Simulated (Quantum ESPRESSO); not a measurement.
**Kohn-Sham bands of NbP (I4₁md)**

```
CELL_PARAMETERS angstrom
      0.00000    -3.34985     0.00000
      3.34985     0.00000     0.00000
     -1.67492     1.67492     5.74011
ATOMIC_POSITIONS crystal
  Nb 0.49988 0.49988 0.99976
  Nb 0.24988 0.74988 0.49976
  P  0.08275 0.08275 0.16550
  P  0.83275 0.33275 0.66550
```

Structure: Materials Project mp-9339, symmetrised, not relaxed again. Not found in the COD (Crystallography Open Database) copy used, which has the formula in other groups; not checked further. Method: PBEsol plane waves in Quantum ESPRESSO 7.5 (PseudoDojo norm-conserving files, 66 Ry, spinors with spin-orbit coupling), Bloch states on a 4×4×4 mesh through Γ, Wannier90 4.0.1. Density: 10×10×10 mesh, cold smearing 0.01 Ry.

Energies are relative to the Fermi level; weights are on the orthonormalised atomic waves of the pseudopotential files, averaged over the group. 36 electrons a cell are treated as valence.

```tsv
bands	from (eV)	to (eV)	filling	weight on atomic waves
1–4	-54.81	-54.75	filled	?
5–8	-32.44	-32.26	filled	?
9–16	-30.48	-30.07	filled	?
17–20	-12.70	-9.97	filled	?
```

### Question
Which atomic shells make up each group?

### Answer

- 1–4, weight on atomic waves: Nb 4s 95 %
- 5–8, weight on atomic waves: Nb 4p 98 %
- 9–16, weight on atomic waves: Nb 4p 98 %
- 17–20, weight on atomic waves: P 3s 63 %, Nb 4d 19 %, Nb 5s 13 %

No gap over 0.05 eV opens at the Fermi level at this level of theory.
